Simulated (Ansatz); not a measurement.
Theory: Ansatz, DFT PBE, scalar-relativistic, plane waves, PAW. Cutoff 420 eV, Γ-centred meshes of about 0.25 Å⁻¹ or finer for metals and 0.3 Å⁻¹ for insulators (2π included), Gaussian smearing. No spin polarisation.

All energies are static (0 K, no zero-point motion).

Compare these two cells of Zr₃S₂, each relaxed at this level.

A.

```xyz
10
Lattice="7.1526 0.0000 0.0000 0.0000 7.1526 0.0000 0.0000 0.0000 3.4702" Properties=species:S:1:pos:R:3 pbc="T T T"
Zr    2.4486    1.1278    1.7351
Zr    4.7041    6.0249    1.7351
Zr    6.0249    2.4486    1.7351
Zr    1.1278    4.7041    1.7351
Zr    0.0000    0.0000    0.0000
Zr    3.5763    3.5763    0.0000
S     1.0626    2.5138    0.0000
S     6.0901    4.6389    0.0000
S     2.5138    6.0901    0.0000
S     4.6389    1.0626    0.0000
```

B.

```xyz
5
Lattice="-1.7841 1.7841 7.6429 1.7841 -1.7841 7.6429 1.7841 1.7841 -7.6429" Properties=species:S:1:pos:R:3 pbc="T T T"
Zr    0.0000    0.0000    9.5898
Zr    0.0000    0.0000    5.6960
Zr    0.0000    0.0000    0.0000
S     0.0000    0.0000    2.6932
S     0.0000    0.0000   12.5927
```

Question: Which would you expect to be lower, and how large is the difference?

Answer: B is lower, by 73 meV/atom. A has space group P4/mbm (No. 127), 17.8 Å³/atom and no gap on its mesh; B has space group I4/mmm (No. 139), 19.5 Å³/atom and no gap. Counting S atoms around Zr (those within 1.25 times the shortest such distance or 1.15 times the sum of covalent radii; a plus sign parts nearer from farther groups; a slash parts the counts of unlike sites), A has Zr 4/6 and B has Zr 2/4+1. The lower one is the more open, so pressure narrows the difference. In A, Zr on a site of symmetry m2m has 2 S at 2.62 Å, 4 S at 2.80 Å and 5 Zr at 3.19–3.21 Å; Zr on a site of symmetry 4/m is surrounded by 4 S at 2.73 Å, 8 Zr at 3.21 Å and 2 Zr at 3.47 Å; S has 8 Zr at 2.62–2.80 Å and 1 S at 3.01 Å. In B, Zr on a site of symmetry 4mm has 4 S at 2.63 Å, 1 S at 3.00 Å and 4 Zr at 3.19 Å; Zr on a site of symmetry 4/mmm is surrounded by 2 S at 2.69 Å and 8 Zr at 3.19 Å; S has 5 Zr at 2.63–2.69 Å and 1 Zr at 3.00 Å. Both come from trial cells of a structure search.

Trial moments fell under 0.15 μB along the way in P4/mbm and I4/mmm; another start might hold them. With atoms moved at random, A and B came back.
